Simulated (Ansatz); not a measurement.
# CaBeB₄: input and output

Input file of Ansatz 0.2.0:

```yaml
crystal:
  lattice:
    - [-3.412999, 3.412999, 2.984609]
    - [3.412999, -3.412999, 2.984609]
    - [3.412999, 3.412999, -2.984609]
  atoms:
    - { symbol: Ca, position: [0.0, 0.0, 0.0] }
    - { symbol: Ca, position: [0.75, 0.25, 0.5] }
    - { symbol: Be, position: [0.5, 0.5, 0.0] }
    - { symbol: Be, position: [0.25, 0.75, 0.5] }
    - { symbol: B, position: [0.51, 0.34, 0.17] }
    - { symbol: B, position: [0.09, 0.42, 0.33] }
    - { symbol: B, position: [0.17, 0.34, 0.83] }
    - { symbol: B, position: [0.09, 0.76, 0.67] }
    - { symbol: B, position: [0.24, 0.91, 0.33] }
    - { symbol: B, position: [0.66, 0.49, 0.83] }
    - { symbol: B, position: [0.58, 0.91, 0.67] }
    - { symbol: B, position: [0.66, 0.83, 0.17] }
  symmetry: { tolerance: 0.0003 }
kpoints:
  mp_grid: { grid: [8, 8, 8], shift: [0, 0, 0] }
  band_path:
    path:
      - [0.0, 0.0, 0.0]
      - [0.0, 0.0, 0.5]
      - [-0.5, 0.5, 0.5]
      - [0.0, 0.0, 0.0]
      - [0.44118005, 0.44118005, -0.44118005]
      - [-0.44118005, 0.55881995, 0.44118005]
      - [-0.5, 0.5, 0.5]
      - [0.0, 0.0, 0.5]
      - [0.25, 0.25, 0.25]
      - [0.0, 0.5, 0.0]
      - [0.0, 0.0, 0.0]
    npoints: 6
magnetization:
  spin_polarized: false
scf:
  occupations: { method: fermi_dirac }
  lower_state_search: "off"
  max_iter: 200
hamiltonian:
  pseudopotentials: { kind: paw }
  xc: r2scan
basis:
  ecutwfc: 500
  fft_grid_basis: typed
output:
  forces: true
  stress: true
  eigenvalues: true
  bader: true
  populations: true
  elf: true
  write_potential: true
  volumetric_format: npy
  dos:
    e_range: [-12, 8]
    de: 0.05
    projected: { site_lists: { B: [B], Be: [Be], Ca: [Ca] } }
checkpoint:
  read: saved_state
```

The run starts from an earlier solution of this cell. 

Excerpt of what it printed:

```
Pseudopotentials: kind: paw
Pseudopotential: Ca, paw, valence charge 10, recommended cutoff 500 eV (meta_gga), Ca.paw.azcp
Pseudopotential: Be, paw, valence charge 2, recommended cutoff 500 eV (meta_gga), Be.paw.azcp
Pseudopotential: B, paw, valence charge 3, recommended cutoff 500 eV (meta_gga), B.paw.azcp
Functional definition: r2SCAN
  exchange = r2scan_x(k0 = k0, k1 = k1, a1 = a1)
  correlation = r2scan_c
Crystal: 12 atoms, lattice volume = 139.066 Å³
Basis set: ecut = 500 eV, 3555 PW (Γ), exchange–correlation on 180×180×180 points (64 copies of the dense FFT grid, shifted against one another)
Bands: 36, of which v1, the nominal top of the filled ones, is band 24 counted from 1 (23 counted from 0)
Symmetry: 16 space group operations
Space group: I41/amd (ITA 141), of the structure as read, at distance tolerance 1.6e-3 Å
k-points: 59 of 512
Initial density: read from a saved state, or passed on in memory by an earlier SCF of this step, an earlier step, the calling program or the single point that the run made first
Functional: x = r2scan, c = r2scan; τ floored in thin density (d = 2e-4 eV/Å³)
SCF iter   1: F=-5047.5480 eV  Δρ=9.22e-4  dr2=3.53e-4  dr2_τ=7.97e-4
SCF iter   2: F=-5047.5482 eV  Δρ=4.98e-4  dr2=1.16e-4  dr2_τ=7.81e-5
SCF iter   3: F=-5047.5482 eV  Δρ=4.21e-5  dr2=1.52e-6  dr2_τ=5.38e-7
SCF iter   4: F=-5047.5483 eV  Δρ=1.63e-5  dr2=2.26e-7  dr2_τ=2.67e-8
SCF iter   5: F=-5047.5483 eV  Δρ=3.12e-6  dr2=1.30e-8  dr2_τ=3.58e-9
Free energy (F): -5047.5483 eV
Harris-Foulkes:  -5047.5483 eV  (|F-HF|=1.90e-9)
Internal energy: -5047.4041 eV  (E = F + TS)
E sigma→0 (E₀):  -5047.4762 eV
Entropy (-TS):   -0.1442 eV (-12.014 meV/atom)
Fermi energy:    6.4955 eV
--- Per-component energies (eV) ---
  E_band       = -224.4675
  E_kinetic    = 968.0631
  E_local      = -1870.6126  (includes V_loc(G=0)·N_el)
  E_nonlocal   = 266.1030
  E_hartree    = 635.4665
  E_xc         = -551.7100
  E_vxc        = -746.5223  (∫ρ·V_xc dr)
  E_paw        = -2494.3501  (= ΣΔE_a)
  E_vpaw       = -152.4212  (= ΣTr[D̂ρ^β])
  E_aug_tail   =  0.0000  (compensation charges beyond the density's cutoff)
  E_vtau       = 39.9849  (kinetic-family band-sum trace: ∫τ·v_τ [+ j·A + Jᵃ·Aᵃ] dr)
  E_ewald      = -1999.7512
  E_core_change = -0.6129  (= ΣΔE_core)
  E_smearing   = -0.1442  (= −TS)
--- Forces (eV/Å), atoms counted from 1 ---
  atom   1  Ca     0.0000     0.0000     0.0000
  atom   2  Ca     0.0000     0.0000     0.0000
  atom   3  Be     0.0000     0.0000     0.0000
  atom   4  Be     0.0000     0.0000     0.0000
  atom   5  B      0.0000     2.9351    -2.4572
  atom   6  B     -2.9351     0.0000    -2.4572
  atom   7  B      0.0000    -2.9351    -2.4572
  atom   8  B      2.9351     0.0000    -2.4572
  atom   9  B      0.0000    -2.9351     2.4572
  atom  10  B     -2.9351     0.0000     2.4572
  atom  11  B      0.0000     2.9351     2.4572
  atom  12  B      2.9351     0.0000     2.4572
--- Stress (GPa, compression-positive) ---
       38.7998       0.0000       0.0000
        0.0000      38.7998       0.0000
        0.0000       0.0000      45.0072
  P = ⅓ Tr σ = 40.8690 GPa (408.690 kbar)
--- Löwdin populations: 12 sites ---
  site symbol       q [e]
     0     Ca      8.2006
     1     Ca      8.2006
     2     Be      0.4645
     3     Be      0.4645
     4      B      3.6780
     5      B      3.6780
     6      B      3.6780
     7      B      3.6780
     8      B      3.6780
     9      B      3.6780
    10      B      3.6780
    11      B      3.6780
  spilling = 0.0260 (of n_electrons = 48.0000)
--- Bader charges: 12 sites ---
  site symbol  charge [e]  shift [e]
     0     Ca      1.0665     0.0007
     1     Ca      1.0665     0.0007
     2     Be      1.3602     0.0023
     3     Be      1.3602     0.0023
     4      B     -0.6067     0.0004
     5      B     -0.6067     0.0004
     6      B     -0.6067     0.0004
     7      B     -0.6067     0.0004
     8      B     -0.6067     0.0004
     9      B     -0.6067     0.0004
    10      B     -0.6067     0.0004
    11      B     -0.6067     0.0004
```

Origin: a known structure type with other elements, at an estimated volume, so it need not be a known compound. Caveats: atoms or cell far from equilibrium.
